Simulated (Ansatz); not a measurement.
The start is a generated cell, Te built in the beta-W structure type. The structure is fully relaxed (lattice and positions, P = 0) with r2SCAN (plane waves to 500 eV, PAW, scalar-relativistic; Ansatz, an electronic-structure program). First-step values are on the input's coarse k-mesh.

Ansatz input (later rounds restart from its end on a renewed k-mesh):
Ansatz 0.2 input:
```yaml
crystal:
  lattice:
    - [6.135155, 0, 0]
    - [0, 6.135155, 0]
    - [0, 0, 6.135155]
  atoms:
    - { symbol: Te, position: [0.25, 0, 0.5] }
    - { symbol: Te, position: [0.75, 0, 0.5] }
    - { symbol: Te, position: [0, 0.5, 0.25] }
    - { symbol: Te, position: [0, 0.5, 0.75] }
    - { symbol: Te, position: [0.5, 0.25, 0] }
    - { symbol: Te, position: [0.5, 0.75, 0] }
    - { symbol: Te, position: [0, 0, 0] }
    - { symbol: Te, position: [0.5, 0.5, 0.5] }
basis: { ecutwfc: 500, ecutrho_ratio: 4, xc_grid: 4, fft_grid_basis: typed }
kpoints: { mp_grid: { grid: [4, 4, 4] } }
hamiltonian:
  xc: r2scan
  dispersion: none
  pseudopotentials: { azcp: { folder: ./paw }, kind: paw }
scf: { occupations: { method: fermi_dirac, width: 0.05 } }
relax: { f_tol: 0.01, max_steps: 100, cell: { stress_tol: 0.02 } }
output: { forces: true, stress: true }
```

- Outcome: The space group stays Pm-3n (No. 223) (the run could not lower it), with 8 atoms in the primitive cell
- Shortest distances (start → end): The closest pairs of elements (up to four, under 3.6 Å), start → end: Te–Te 3.07 → 3.08 Å
- Band gap at the end: zero (metallic)
- Optimiser moves: 4

Final structure:

```cif
data_Te8
_chemical_formula_sum 'Te8'
_space_group_name_H-M_alt 'Pm-3n'
_space_group_IT_number 223
_space_group_name_Hall '-P 4n 2 3'
_cell_length_a 6.15508
_cell_length_b 6.15508
_cell_length_c 6.15508
_cell_angle_alpha 90.000
_cell_angle_beta 90.000
_cell_angle_gamma 90.000
loop_
_atom_site_label
_atom_site_type_symbol
_atom_site_symmetry_multiplicity
_atom_site_Wyckoff_symbol
_atom_site_fract_x
_atom_site_fract_y
_atom_site_fract_z
_atom_site_occupancy
Te1 Te 6 c 0.00000 0.50000 0.25000 1
Te2 Te 2 a 0.00000 0.00000 0.00000 1
```

Final values are on a 8×8×8 k-mesh of the relaxed cell. No spin polarisation in the result.

The run could not lose the symmetry of its start, so the end can be a saddle point.

All atoms sit on sites fixed by symmetry, so only the cell could relax.

The relaxed structure here is a generated cell of Te: the first start was made by placing the elements on the sites of a structure type, and the end was not matched to a known phase here, so it may be hypothetical. Known forms of Te include space group No. 152.
